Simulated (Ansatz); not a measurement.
Problem. Lu (hcp (Mg type), space group No. 194) is relaxed with DFT-PBEsol in the program Ansatz with PAW potentials. What lattice parameters of the conventional cell result?

Solution. a = 3.443 Å, c = 5.348 Å.

Space group P6_3/mmc (hcp (Mg type)). The PBEsol relaxation kept the symmetry of its start. Axis ratios of metals converge slowly with the k-mesh, so a and c are less sure than the volume. Spin–orbit coupling is left out wherever it is not named.

Potentials: the later of the program's two PAW sets.
